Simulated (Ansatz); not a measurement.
**One run on EuN (Fm-3m): spiral at q = 0**

Theory: Ansatz, DFT, PBEsol, all-electron LAPW, scalar-relativistic.

Command: `ansatz run input.yaml --threads 2 --pin off --max-ram 5120MiB --backend cpu --events-out ev --progress --plain --runs-dir out`

```yaml
crystal:
  lattice:
    - [0.0, 2.507, 2.507]
    - [2.507, 0.0, 2.507]
    - [2.507, 2.507, 0.0]
  atoms:
    - { symbol: Eu, position: [0.0, 0.0, 0.0], spin: 6.1, spin_axis: [1.0, 0.0, 0.0] }
    - { symbol: "N", position: [0.5, 0.5, 0.5], spin: 0.4, spin_axis: [-1.0, 0.0, 0.0] }
magnetization:
  noncollinear: true
  spin_spiral: { q: [0.0, 0.0, 0.0] }
kpoints:
  mp_grid: { grid: [12, 12, 12] }
scf:
  occupations: { method: fermi_dirac, width: 0.05 }
hamiltonian:
  xc: pbesol
  pseudopotentials: { kind: all_electron, lapw: { basis_error: 0.001 } }
output:
  eigenvalues: false
```

Log:

```
settings of this run that can trade accuracy for cost: output.eigenvalues: false. Do not mix this run's numbers with those of runs without the same settings; the input reference describes each key
LAPW: plane waves up to 8.858 Å⁻¹, error target 1.0e-3 eV per atom; small_component_spin mean_spin; N in spheres of 1.023 Å, 7 of its electrons in bands, Dirac shells []; Eu in spheres of 1.484 Å, 35 of its electrons in bands, Dirac shells [] (how accurate: hamiltonian.pseudopotentials.lapw.basis_error, Limitations)
band count auto-derived: 56 (N_el = 42.0; filled up to band 42; 52 by the electrons, moments and atoms)
Engine: ansatz 0.2.0
Pseudopotentials: kind: all_electron
Pseudopotential: Eu, LAPW, valence charge 35, lapw/all_electron/scalar/gaussian/Eu, Koelling and Harmon's equation, gaussian nucleus
Pseudopotential: N, LAPW, valence charge 7, lapw/all_electron/scalar/gaussian/N, Koelling and Harmon's equation, gaussian nucleus
Functional definition: PBEsol
  exchange = pbesol_x
  correlation = pbesol_c
Crystal: 2 atoms, lattice volume = 31.513 Å³
Basis set: ecut = 298.92712748813165 eV, 339 PW (Γ), exchange–correlation at level 2
Bands: 56, of which v1, the nominal top of the filled ones, is band 42 counted from 1 (41 counted from 0)
Symmetry: 48 space group operations
k-points: 72 of 1728
Spin spiral: q = (0, 0, 0) of the reciprocal vectors; moments are told in the frame that turns with it, a site's in that at the site
Non-local potential: Eu, projectors of the file, none
Non-local potential: N, projectors of the file, none
Initial density: superposition of atomic densities (chi_scale 0.1, normalization cell)
Starting moments: Σ|m| = 6.5 μB on 2 of 2 sites
Initial wavefunctions: plane waves of lowest kinetic energy (no species holds an atomic orbital)
Functional: x = pbesol(κ = 0.804, μ = 0.12345679012345678), c = pbesol(β = 0.046)
iter 1 solved again at ethr=2.90e-2 eV; its pass at ethr=1.00e-1 eV (dr2=1.22e1 eV) is discarded
SCF iter   1: F=—  HF=-296463.209715 eV  |F-HF|=—  |Δ(HF+E_count)|=         —  Δρ=1.58e-1  dr2=1.22e1  dr2_m=3.08e-1  ethr=2.90e-2  |M|=4.75e0 ∫|m|=4.92e0 μB  β_m=0.30  ⟨swp⟩=2.0  Hψ=24339  notcnv=0
preconditioner: auto → Kerker (q_TF=auto, 2.862 Å⁻¹)  [metal: Δε(μ)=0.000 eV  Ē_g=12.958 eV  σ=0.050 eV  W_gap=0.00  n_scr=14 (ndim 8)  ℏωp=29.6 eV  f_vac=0.000  D(μ)=13.30/eV (n_scr^D=338)]
spin=Noncollinear: Kerker preconditioning applied to the charge; magnetization (m_x, m_y, m_z) channels mix plain (no charge-response kernel on spin).
SCF iter   2: F=—  HF=-296468.418436 eV  |F-HF|=—  |Δ(HF+E_count)|=    5.21e0  Δρ=2.77e-1  dr2=3.63e1  dr2_m=1.12e0  ethr=2.90e-2  |M|=2.73e0 ∫|m|=3.21e0 μB  β_m=0.30  ⟨swp⟩=2.0  Hψ=11808  notcnv=0
SCF iter   3: F=—  HF=-296457.539400 eV  |F-HF|=—  |Δ(HF+E_count)|=    1.09e1  Δρ=9.49e-2  dr2=4.71e0  dr2_m=1.55e-1  ethr=2.90e-2  |M|=5.80e0 ∫|m|=5.99e0 μB  β_m=0.30  ⟨swp⟩=2.0  Hψ=11655  notcnv=0
SCF iter   4: F=—  HF=-296459.356243 eV  |F-HF|=—  |Δ(HF+E_count)|=    1.82e0  Δρ=1.32e-1  dr2=7.63e0  dr2_m=4.94e-1  ethr=1.12e-2  |M|=6.73e0 ∫|m|=7.08e0 μB  β_m=0.30  ⟨swp⟩=3.0  Hψ=12162  notcnv=0
SCF iter   5: F=—  HF=-296456.728363 eV  |F-HF|=—  |Δ(HF+E_count)|=    2.63e0  Δρ=6.78e-2  dr2=2.45e0  dr2_m=2.95e-2  ethr=1.12e-2  |M|=6.00e0 ∫|m|=6.29e0 μB  β_m=0.30  ⟨swp⟩=3.0  Hψ=12026  notcnv=0
SCF iter   6: F=—  HF=-296456.208200 eV  |F-HF|=—  |Δ(HF+E_count)|=         —  Δρ=3.89e-2  dr2=3.80e-1  dr2_m=1.09e-1  ethr=5.84e-3  |M|=6.13e0 ∫|m|=6.90e0 μB  β_m=1.00  ⟨swp⟩=2.0  Hψ=12990  notcnv=0
the basis was enlarged: its passes take 45.4 MiB over the memory plan, 2 of 2 planned eigensolver slots
iter 7 solved again at ethr=6.70e-5 eV; its pass at ethr=9.04e-4 eV (dr2=2.81e-2 eV) is discarded
SCF iter   7: F=—  HF=-296456.156642 eV  |F-HF|=—  |Δ(HF+E_count)|=   5.16e-2  Δρ=7.43e-3  dr2=2.82e-2  dr2_m=3.98e-3  ethr=6.70e-5  |M|=6.00e0 ∫|m|=6.77e0 μB  β_m=0.30  ⟨swp⟩=2.0  Hψ=21039  notcnv=0
SCF iter   8: F=—  HF=-296456.157178 eV  |F-HF|=—  |Δ(HF+E_count)|=   5.35e-4  Δρ=6.36e-3  dr2=3.43e-3  dr2_m=2.92e-3  ethr=6.70e-5  |M|=6.00e0 ∫|m|=6.75e0 μB  β_m=0.30  ⟨swp⟩=3.0  Hψ=12738  notcnv=0
Mixer restart at iter 8: flushing history
spin-set hold released at iteration 8 (site moments contracting): the magnetisation degrees of freedom join the quasi-Newton model from the next iteration; the mixer history was flushed
SCF iter   9: F=—  HF=-296456.158678 eV  |F-HF|=—  |Δ(HF+E_count)|=   1.50e-3  Δρ=3.59e-3  dr2=5.34e-3  dr2_m=7.86e-4  ethr=8.16e-6  |M|=6.00e0 ∫|m|=6.80e0 μB  β_m=0.40  ⟨swp⟩=2.0  Hψ=12234  notcnv=0
SCF iter  10: F=—  HF=-296456.187614 eV  |F-HF|=—  |Δ(HF+E_count)|=   2.89e-2  Δρ=8.05e-3  dr2=3.16e-2  dr2_m=3.84e-3  ethr=8.16e-6  |M|=6.00e0 ∫|m|=6.67e0 μB  β_m=0.17  ⟨swp⟩=3.0  Hψ=12967  notcnv=0  recentre
SCF iter  11: F=—  HF=-296456.159501 eV  |F-HF|=—  |Δ(HF+E_count)|=   2.81e-2  Δρ=1.83e-3  dr2=4.51e-4  dr2_m=2.43e-4  ethr=8.16e-6  |M|=6.00e0 ∫|m|=6.78e0 μB  β_m=0.31  ⟨swp⟩=2.9  Hψ=12389  notcnv=0
SCF iter  12: F=—  HF=-296456.160434 eV  |F-HF|=—  |Δ(HF+E_count)|=   9.33e-4  Δρ=5.06e-4  dr2=8.56e-5  dr2_m=1.85e-5  ethr=1.07e-6  |M|=6.00e0 ∫|m|=6.78e0 μB  β_m=0.66  ⟨swp⟩=2.8  Hψ=12302  notcnv=0
SCF iter  13: F=—  HF=-296456.160452 eV  |F-HF|=—  |Δ(HF+E_count)|=   1.85e-5  Δρ=3.32e-4  dr2=1.97e-5  dr2_m=7.98e-6  ethr=2.04e-7  |M|=6.00e0 ∫|m|=6.78e0 μB  β_m=0.83  ⟨swp⟩=2.0  Hψ=12232  notcnv=0
SCF iter  14: F=—  HF=-296456.160463 eV  |F-HF|=—  |Δ(HF+E_count)|=   1.04e-5  Δρ=1.01e-4  dr2=4.65e-6  dr2_m=3.86e-7  ethr=4.68e-8  |M|=6.00e0 ∫|m|=6.79e0 μB  β_m=0.91  ⟨swp⟩=3.0  Hψ=12546  notcnv=0
SCF iter  15: F=—  HF=-296456.160460 eV  |F-HF|=—  |Δ(HF+E_count)|=   2.59e-6  Δρ=1.99e-5  dr2=1.75e-7  dr2_m=1.09e-9  ethr=1.11e-8  |M|=6.00e0 ∫|m|=6.79e0 μB  β_m=0.96  ⟨swp⟩=2.0  Hψ=12232  notcnv=0
SCF iter  16: F=—  HF=-296456.160460 eV  |F-HF|=—  |Δ(HF+E_count)|=   6.82e-8  Δρ=1.41e-5  dr2=1.05e-7  dr2_m=2.51e-9  ethr=4.16e-10  |M|=6.00e0 ∫|m|=6.79e0 μB  β_m=0.98  ⟨swp⟩=3.0  Hψ=12324  notcnv=0
SCF iter  17: F=—  HF=-296456.160460 eV  |F-HF|=—  |Δ(HF+E_count)|=   1.74e-8  Δρ=1.26e-5  dr2=8.25e-8  dr2_m=2.90e-9  ethr=2.50e-10  |M|=6.00e0 ∫|m|=6.79e0 μB  β_m=0.97  ⟨swp⟩=2.0  Hψ=12232  notcnv=0
SCF iter  18: F=—  HF=-296456.160460 eV  |F-HF|=—  |Δ(HF+E_count)|=   2.14e-8  Δρ=4.89e-6  dr2=1.02e-8  dr2_m=1.12e-9  ethr=1.96e-10  |M|=6.00e0 ∫|m|=6.79e0 μB  β_m=0.77  ⟨swp⟩=2.0  Hψ=12232  notcnv=0
iter 19 did not close the SCF: its close was put off for a basis of augmented plane waves that was refined there (scf_convergence_deferred on its scf_iter line)
SCF iter  19: F=-296456.160460 eV  HF=-296456.160460 eV  |F-HF|=1.58e-8  |Δ(HF+E_count)|=   7.80e-9  Δρ=2.14e-6  dr2=1.92e-9  dr2_m=2.25e-10  ethr=2.44e-11  |M|=6.00e0 ∫|m|=6.79e0 μB  β_m=0.88  ⟨swp⟩=2.0  Hψ=12232  notcnv=0
SCF iter  20: F=—  HF=-296456.160490 eV  |F-HF|=—  |Δ(HF+E_count)|=         —  Δρ=2.54e-7  dr2=3.93e-12  dr2_m=4.67e-12  ethr=1.36e-11 (applied; sched 4.57e-12)  |M|=6.00e0 ∫|m|=6.79e0 μB  β_m=0.88  ⟨swp⟩=2.0  Hψ=12232  notcnv=0
the basis was enlarged: its passes take 45.4 MiB over the memory plan, 2 of 2 planned eigensolver slots
SCF iter  21: F=-296456.160491 eV  HF=-296456.160491 eV  |F-HF|=6.34e-9  |Δ(HF+E_count)|=   4.06e-7  Δρ=4.50e-6  dr2=1.09e-9  dr2_m=1.46e-9  ethr=1.36e-11 (applied; sched 1.00e-12)  |M|=6.00e0 ∫|m|=6.79e0 μB  ⟨swp⟩=2.0  Hψ=12235  notcnv=0
SCF 1 converged in 21 iterations: F = -296456.160491 eV  dr2 = 1.09e-9
WARN: this state was not checked for a lower one beside it: the run's test of it (scf.lower_state_search) could not run behind this SCF: none is made under non-collinear spin (noncollinear)
SCF converged after 21 iterations
Magnetization: |M| = 6.0000 μB,  M = (+6.0000, +0.0000, +0.0000) μB
Absolute magnetization: 6.7868 μB (∫|m|)
  site 0: m = (+6.2948, +0.0000, +0.0000) μB, |m| = 6.2948 μB  (R = 1.48 Å)
  site 1: m = (-0.3750, -0.0000, +0.0000) μB, |m| = 0.3750 μB  (R = 1.02 Å)
Free energy (F): -296456.160491 eV
Harris-Foulkes:  -296456.160491 eV  (|F-HF|=6.34e-9)
Internal energy: -296456.135561 eV  (E = F + TS)
E sigma→0 (E₀):  -296456.148026 eV
Entropy (-TS):   -0.024930 eV (-12.465 meV/atom)
Fermi energy:    15.776501 eV
--- Per-component energies (eV) ---
  E_band       = -3817.561751
  E_kinetic    = 321229.743438
  E_xc         = -6696.276903
  E_electrostatic = -610989.602095  (all electrons and nuclei)
  E_smearing   = -0.024930  (= −TS)
  E_closure    = 0.000000  (closes the sum)
  E_atoms      = -296434.719809  (free atoms, spherical and without spin; not in F)
  Σ components = -296456.160491   (vs F -296456.160491, Δ=0.00e0)
  Basis errors (estimates in eV, not in F): energy 1.9e-4 per atom: plane waves 1.7e-4 (9.6e-5 summed), levels above the bands 5.0e-43, relativity 2.2e-8, radial functions 2.8e-5, core shells 8.9e-11; eigenvalues (radial functions only) 9.8e-7; not estimated: angular momenta, meshes, grids; target (lapw.basis_error) 1.0e-3; muffin-tin radii N 1.023 Å, Eu 1.484 Å
settings of this run that can trade accuracy for cost: output.eigenvalues: false. Do not mix this run's numbers with those of runs without the same settings; the input reference describes each key
```

Site moments (μB): Eu1 6.29, N2 -0.37. Cell moment 6.00 μB in the turning frame.

Without U a semilocal functional puts the f levels too near the Fermi level, which can change moments and the order of magnetic states; site and cell moments are spin moments. Spin–orbit coupling is left out although heavy atoms are present. In at least one run the program's final test of stability wasn't made or came to no verdict. With open f shells a run can end in a state that isn't the lowest. These are results for the start and cell typed. The real compound can order otherwise, in a larger cell, or not at all, since semilocal functionals without spin fluctuations often overstate magnetism; near a collapse of the moment, mesh and smearing move it by tens of per cent.

It took 3.3 min on 2 threads of Arm Neoverse V2, on a shared host, peak memory 0.83 GiB.
